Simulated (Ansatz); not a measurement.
WO₃:
```cif
data_O3W
_chemical_formula_sum 'W1 O3'
_space_group_name_H-M_alt 'Pm-3m'
_space_group_IT_number 221
_space_group_name_Hall '-P 4 2 3'
_cell_length_a 3.79963
_cell_length_b 3.79963
_cell_length_c 3.79963
_cell_angle_alpha 90.000
_cell_angle_beta 90.000
_cell_angle_gamma 90.000
loop_
_atom_site_label
_atom_site_type_symbol
_atom_site_symmetry_multiplicity
_atom_site_Wyckoff_symbol
_atom_site_fract_x
_atom_site_fract_y
_atom_site_fract_z
_atom_site_occupancy
W1 W 1 a 0.00000 0.00000 0.00000 1
O1 O 3 d 0.00000 0.00000 0.50000 1
```

Relaxed with PBEsol.

Problem. Give the optical modes at the zone centre with their infrared activity from DFPT, plane-wave PAW PBEsol (Ansatz code).

Solution. Transverse frequencies, without the LO–TO term; a row sums one degenerate level.

| ω (cm⁻¹) | degeneracy | IR ((D/Å)²/amu) | activity | symmetry |
|---|---|---|---|---|
| 289i | 3 | 348.62 | IR | T1u |
| 221 | 3 | 0.00 | IR-inactive | T2u |
| 570 | 3 | 152.15 | IR | T1u |

Problem. How high does the top mode go among those that the LO–TO term moves?

Solution. 897 cm⁻¹ for q along x.

The workflow started from a Materials Project entry (that database holds measured and hypothetical structures alike); the Crystallography Open Database copy checked does not list it. COD files the formula under space group No. 2, 14, 62, 129, 130, 191, so this cell is another polymorph or a model. Its standing as an ambient phase is unchecked. The PBEsol relaxation kept the symmetry of its start. At this level the phase is dynamically unstable (imaginary phonons). The run is not spin-polarised. No Hubbard U is applied. Scalar-relativistic: spin–orbit coupling is off unless named, which matters more the heavier the elements.

Potentials: the earlier of the program's two PAW sets.
